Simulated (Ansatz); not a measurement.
MgO in space group P6_3/mmc (No. 194; Mg on 2c, O on 2d), DFT-r²SCAN in the program Ansatz with PAW potentials. The conduction-band minimum lies at Γ, with 1 equivalent valley. Second derivatives d²E/dk² of the lowest band at one valley (eV·Å²), along Cartesian directions:

```json
[
 {"direction": "[100]", "d²E/dk²": "21.36"},
 {"direction": "[010]", "d²E/dk²": "21.36"},
 {"direction": "[001]", "d²E/dk²": "18.83"},
 {"direction": "[110]", "d²E/dk²": "21.36"},
 {"direction": "[101]", "d²E/dk²": "20.10"},
 {"direction": "[011]", "d²E/dk²": "20.10"}
]
```

Find the principal effective masses, the density-of-states mass and the conductivity mass.

Off-diagonal terms follow from H_xy = H[110] − (H_xx + H_yy)/2, and m*/mₑ = 7.620 eV·Å² over each eigenvalue: 0.36, 0.36, 0.40. One valley's DOS mass (m₁m₂m₃)^(1/3) = 0.37, conductivity mass 3/(Σ 1/mᵢ) = 0.37 mₑ.

What effective density of states Nc follows at 300 K for parabolic valleys?

Nc = 2.509e19 × 1 × (0.37)^(3/2) ≈ 5.6e18 cm⁻³.

With the computed static dielectric constant 6.89 (mean of the diagonal), estimate a hydrogenic donor's binding energy and radius.

E = 13.606 eV × 0.37/6.89² ≈ 110 meV; a = 0.529 Å × ε/m* ≈ 9.9 Å. Semilocal masses tend to be too small when the gap is underestimated.

The first step of the workflow began from a Materials Project structure, measured or hypothetical; the Crystallography Open Database copy checked does not list it. It is not the phase usual at ambient conditions (space group No. 225). Symmetry was held in the r²SCAN relaxation; its stability against distortions is not shown here.

Potentials: the earlier of the program's two PAW sets. The files were generated under PBE; for other functionals the program regenerates the frozen cores, and for LDA and PBEsol the local potential too.
